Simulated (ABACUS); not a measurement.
A self-consistent single point of GePt (Pnma, 8 atoms in the cell; from Materials Project mp-542640, changed as shown).

```yaml
crystal:
  lattice:
    - [5.77513, 0.00000, 0.00000]
    - [0.00000, 3.74242, 0.00000]
    - [0.00000, 0.00000, 6.13186]
  atoms:
    - { symbol: Ge, position: [0.81393, 0.75000, 0.58801] }
    - { symbol: Ge, position: [0.18607, 0.25000, 0.41199] }
    - { symbol: Ge, position: [0.68607, 0.25000, 0.08801] }
    - { symbol: Ge, position: [0.31393, 0.75000, 0.91199] }
    - { symbol: Pt, position: [0.00185, 0.75000, 0.19271] }
    - { symbol: Pt, position: [0.99815, 0.25000, 0.80729] }
    - { symbol: Pt, position: [0.49815, 0.25000, 0.69271] }
    - { symbol: Pt, position: [0.50185, 0.75000, 0.30729] }
```

Computed with PBE, PseudoDojo 0.5 standard norm-conserving PBE (tails mended) pseudopotentials (plane waves; ABACUS).

ABACUS settings:

| key | value |
|---|---|
| KPT | Gamma 3 4 3 0.5 0.5 0.5 |
| basis_type | pw |
| dft_functional | PBE |
| ecutwfc | 84 Ry |
| smearing_method | gaussian |
| smearing_sigma | 0.00734986 Ry |
| potentials | PseudoDojo 0.5 standard norm-conserving PBE (tails mended) |
| symmetry | 1 |
| symmetry_prec | 1e-05 |
| ks_solver | cg |
| scf_nmax | 100 |
| scf_thr | 1.0e-09 Ry |
| mixing_type | broyden |

Results:

| Item | Result |
|---|---|
| Number of valence electrons | 128 |
| Number of bands | 77 |
| Number of k-points after the program's reduction | 8 |
| Number of plane waves (most at a k-point) | 11668 |
| Number of SCF iterations | 15 |
| FFT grid | 64 × 45 × 72 |
| Free energy E − TS | -23940.4301 eV |
| Fermi level (on the code's own zero) | 18.10 eV |
| Pressure | 3.22 GPa |
| Largest force (vector length) | 0.101 eV/Å |

Forces (eV/Å):
| atom | Fx | Fy | Fz |
|---|---|---|---|
| Ge1 | 0.100 | 0.000 | 0.018 |
| Ge2 | -0.100 | 0.000 | -0.018 |
| Ge3 | -0.100 | 0.000 | 0.018 |
| Ge4 | 0.100 | 0.000 | -0.018 |
| Pt5 | -0.089 | 0.000 | 0.001 |
| Pt6 | 0.089 | 0.000 | -0.001 |
| Pt7 | 0.089 | 0.000 | 0.001 |
| Pt8 | -0.089 | 0.000 | -0.001 |

Stress (GPa, positive for compression):
```
3.75  0.00  0.00
0.00  2.29  0.00
0.00  0.00  3.63
```

For comparison: a first run was changed to give this one (volume scaled by 1.01), and from it to this one the free energy goes down by 4.2 meV/atom, the pressure goes from 5.01 to 3.22 GPa and the largest force goes from 0.125 to 0.101 eV/Å.

The structure comes from a collection of computed structures, made at another level of theory; the collection holds predicted forms beside known ones. No clean gap shows at this smearing width and mesh (spacing up to 0.42 Å⁻¹); the mesh is coarse for partly filled bands, so the values carry mesh errors.

Cost on one core: around 8 core-minutes (rough).

“Tails mended”: in these copies of the files the far tail of each local potential was reset to the Coulomb form.
